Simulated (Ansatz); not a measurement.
Values for one crystal, relaxed and computed with PBEsol (plane waves, PAW; program Ansatz); other levels are named.

Volume per atom: 16.97 Å³
Electronic character: metallic (no gap)
Formation energy from the elements (no fitted shifts): 0.34 eV/atom
Bulk modulus (Birch–Murnaghan fit): 243 GPa
Pressure derivative B′: 4.0
Density of states at the Fermi level: 0.96 states/eV per atom (mean over ±0.08 eV)

Question: Pick the material that matches.
A) ZrTa, Cmcm (Zr on 4c, Ta on 4c)
B) TaCo2, cubic Laves (MgCu2 type)
C) TaW, Cmcm (Ta on 4c, W on 4c)
D) CoW, rock salt

Answer: C, TaW, Cmcm (Ta on 4c, W on 4c)

The start of the workflow was typed in or built on a structure type; neither database checked (COD, Materials Project) lists it. Whether it is the stable phase at ambient conditions was not checked. The PBEsol relaxation kept the symmetry of its start; its stability against distortions is not shown here. The run is not spin-polarised. Its formation energy is positive at this level, so the cell may be metastable or incomplete. The references are the lowest solids computed at this level, not always the standard phases. Scalar-relativistic: spin–orbit coupling is off unless named, which matters more the heavier the elements.

Potentials: the later of the program's two PAW sets.
